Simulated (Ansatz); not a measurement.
Sr₃SbN (anti-perovskite, Pm-3m), the program Ansatz at the LDA level (PAW), all energies at zero smearing, with the estimated change up to a 700 eV cutoff added, with one set of potentials and settings (totals compare only within such a set). Cell of 5 atoms (3 Sr, 1 Sb, 1 N): -17047.929 eV.

```json
[
 {"element": "Sr", "reference phase": "Fm-3m, 1 atoms in the cell", "E (eV/atom)": "-3444.3169"},
 {"element": "Sb", "reference phase": "R-3m, 2 atoms in the cell", "E (eV/atom)": "-6335.8223"},
 {"element": "N", "reference phase": "P4_2/mnm, 4 atoms in the cell", "E (eV/atom)": "-373.6497"}
]
```

Formation energy per atom, worked out: (-17047.929 − 3×(-3444.3169) − 1×(-6335.8223) − 1×(-373.6497))/5 = -1.101 eV/atom (-106 kJ per mol of atoms), at 0 K, without zero-point energy or fitted corrections.

The workflow started from a Materials Project entry (that database holds measured and hypothetical structures alike); the Crystallography Open Database copy checked does not list it. Its standing as an ambient phase is unchecked. The LDA relaxation kept the symmetry of its start; of distortions, only those at the zone centre were tested. The references are the lowest solids computed at this level, not always the standard phases (solids in place of the gases). Spin–orbit coupling is left out wherever it is not named.

Potentials: the later of the program's two PAW sets.
